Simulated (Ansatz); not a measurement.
Here is the system:

TePt (CsCl type, Pm-3m), a = b = c = 3.428 Å, α = β = γ = 90.00°.

This is the r²SCAN-relaxed structure.

Question: All from the program Ansatz at the r²SCAN level (PAW), unless another level is named. Estimate the electronic character.

Answer: metallic (no gap).

Question: What about the formation energy from the elements (no fitted shifts)?

Answer: 0.27 eV/atom.

Question: What about the density of states at the Fermi level?

Answer: 0.40 states/eV per atom (mean over ±0.08 eV).

Question: Predict the gap with spin–orbit coupling.

Answer: none (metallic).

The start of the workflow was typed in or built on a structure type; neither database checked (COD, Materials Project) lists it. COD files the formula under space group No. 166, 194. Its standing as an ambient phase is unchecked. The r²SCAN relaxation kept the symmetry of its start; whether a distortion lowers the energy is not shown. The run is not spin-polarised. Its formation energy is positive at this level, so the cell may be metastable or incomplete. The references are the lowest solids computed at this level, not always the standard phases. Scalar-relativistic: spin–orbit coupling is off unless named, which matters more the heavier the elements.

Potentials: the later of the program's two PAW sets.
